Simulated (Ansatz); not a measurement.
Computed with DFT PBE, scalar-relativistic, plane waves, PAW, and for the lanthanide a 4f-in-core norm-conserving potential (Ansatz 0.2.0). Settings: cutoff 660 eV, Γ-centred meshes spaced at most about 0.3 Å⁻¹, and about 0.25 Å⁻¹ or finer for metals (2π included), Gaussian smearing. No spin polarisation in the final relaxations.

These are static total energies at zero pressure.

Two forms of Cs₂NdSe were relaxed alike.

A. Space group P4/nmm (No. 129), tetragonal, a = 5.779 Å, c = 16.427 Å. Cs on a site of symmetry -4m2 is surrounded by 4 Cs at 4.09 Å; Cs on a site of symmetry 4mm is surrounded by 1 Nd at 4.21 Å and 4 Se at 4.68 Å; around Nd lie 4 Se at 2.94 Å, 1 Cs at 4.21 Å and 4 Nd at 4.22 Å; around Se lie 4 Nd at 2.94 Å, 4 Se at 4.09 Å and 4 Cs at 4.68 Å.

B. Space group P6/mmm (No. 191), hexagonal, a = 6.938 Å, c = 5.632 Å. Cs has 3 Cs at 4.01 Å and 3 Se at 4.01 Å; around Nd lie 2 Se at 2.82 Å, 12 Cs at 4.90 Å and 2 Nd at 5.63 Å; Se is surrounded by 2 Nd at 2.82 Å and 6 Cs at 4.01 Å.

**Question.** Which form is favoured at zero pressure, and by what margin per atom?

**Answer.** A is lower, by 90 meV/atom. A has space group P4/nmm (No. 129), 68.6 Å³/atom and no gap on its mesh; B has space group P6/mmm (No. 191), 58.7 Å³/atom and no gap. Counting Cs or Nd atoms around Se (for each partner element, those within 1.25 times its shortest distance or 1.15 times the sum of covalent radii, where it is the nearest in units of that sum or under 1.3; a plus sign parts groups by distance over the sum of covalent radii), A has Se 4+4 and B has Se 2+6. The lower one is the more open, so pressure narrows the difference. Both come from invented guesses.

In P6/mmm an odd number of valence electrons (the lanthanide is held trivalent, its 4f shell in the core) allows no gap without spin; another valence of the lanthanide, a larger cell or a magnetic state could open one. A magnetic state wasn't ruled out in cells without spin, among them P6/mmm. Cells relaxed within their symmetry can be saddle points.

The lanthanide is trivalent by construction, without f bands, f moments or other valences.
